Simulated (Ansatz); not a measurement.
Consider the following.

S:
```
CELL_PARAMETERS angstrom
      0.00000     6.48128    12.14977
      5.30747     0.00000    12.14977
      5.30747     6.48128     0.00000
ATOMIC_POSITIONS crystal
  S  0.88393 0.76497 0.77175
  S  0.76497 0.88393 0.57935
  S  0.57935 0.77175 0.76497
  S  0.77175 0.57935 0.88393
  S  0.36607 0.48503 0.47825
  S  0.48503 0.36607 0.67065
  S  0.67065 0.47825 0.48503
  S  0.47825 0.67065 0.36607
  S  0.82004 0.93538 0.89438
  S  0.93538 0.82004 0.35020
  S  0.35020 0.89438 0.93538
  S  0.89438 0.35020 0.82004
  S  0.42996 0.31462 0.35562
  S  0.31462 0.42996 0.89980
  S  0.89980 0.35562 0.31462
  S  0.35562 0.89980 0.42996
  S  0.01549 0.88819 0.79500
  S  0.88819 0.01549 0.30132
  S  0.30132 0.79500 0.88819
  S  0.79500 0.30132 0.01549
  S  0.23451 0.36181 0.45500
  S  0.36181 0.23451 0.94868
  S  0.94868 0.45500 0.36181
  S  0.45500 0.94868 0.23451
  S  0.95013 0.06128 0.61560
  S  0.06128 0.95013 0.37300
  S  0.37300 0.61560 0.06128
  S  0.61560 0.37300 0.95013
  S  0.29987 0.18872 0.63440
  S  0.18872 0.29987 0.87700
  S  0.87700 0.63440 0.18872
  S  0.63440 0.87700 0.29987
```

This is the PBEsol-relaxed structure. Tensor components refer to the Cartesian frame of this cell.

### Question
All from PBEsol (plane waves, PAW; program Ansatz), unless another level is named. Estimate the smallest direct gap on the standard path.

### Answer
2.11 eV.

### Question
What about the band gap?

### Answer
2.00 eV (indirect).

### Question
Give the conduction-band minimum.

### Answer
off the standard path, at k = (-0.104, 0.323, 0.427).

### Question
Next, the valence-band maximum?

### Answer
at Γ.

Space group Fddd (α-S8). The PBEsol relaxation kept the symmetry of its start. A crystal of weakly bound molecules computed without a dispersion correction: the cell and the soft elastic constants depend strongly on that.

Potentials: the earlier of the program's two PAW sets.
